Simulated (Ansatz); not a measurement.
Here is the system:

Al2O (anti-fluorite, Fm-3m), a = 5.621 Å, b = 5.621 Å, c = 5.621 Å, α = 90.00°, β = 90.00°, γ = 90.00°; the cell used has 3 atoms.

This is the r²SCAN-relaxed structure.

Problem. All from plane-wave PAW r²SCAN (Ansatz code), unless another level is named. Predict the bulk modulus (Birch–Murnaghan fit).

Solution. 62.0 GPa.

Problem. Next, the elastic constants (relaxed ions, GPa)?

Solution. C11 = -50.7, C12 = 118, C44 = -91.4.

The start of the workflow was typed in or built on a structure type; the Crystallography Open Database files this formula in space group No. 225, but the cells were not matched. Its standing as an ambient phase is unchecked. The cell was relaxed with r²SCAN under the symmetry of its start. At this level the phase is mechanically unstable. Its formation energy is positive at this level, so the cell may be metastable or incomplete. As this level gives no gap, shear constants depend on the k-mesh and smearing (Fermi–Dirac, 0.1 eV here).

Potentials: the earlier of the program's two PAW sets. The files were generated under PBE; for other functionals the program regenerates the frozen cores, and for LDA and PBEsol the local potential too.
